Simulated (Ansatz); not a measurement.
# As: the functional and the phonons

As in the rhombohedral A7 structure, in a typed cell, not relaxed.

```yaml
# lattice in Å, fractional positions
crystal:
  lattice:
    - [1.91000, 1.10274, 3.58333]
    - [-1.91000, 1.10274, 3.58333]
    - [0.00000, -2.20548, 3.58333]
  atoms:
    - { symbol: As, position: [0.22650, 0.22650, 0.22650] }
    - { symbol: As, position: [0.77350, 0.77350, 0.77350] }
```

DFT in Ansatz; PBE; all-electron PAW datasets (no frozen core) at 180 eV; k mesh 8×8×8; Fermi–Dirac smearing of 0.1 eV; no spin. Phonons (finite displacements) are harmonic and in cm⁻¹; i marks an unstable mode. Zone-centre lists hold the optical modes without the non-analytic term.

Caveats: coarse k mesh.

At 22.64 Å³ an atom it gives top Γ mode (cm⁻¹) 245; lowest Γ mode (cm⁻¹) 181.

**Question.** Repeat with r2SCAN in the same cell, on the same kind of potentials and mesh. What changes?

**Answer.** 
```csv
functional,cutoff (eV),volume (Å³/atom),top Γ mode (cm⁻¹),lowest Γ mode (cm⁻¹)
r2SCAN in the same cell,380,22.64,253,176
```
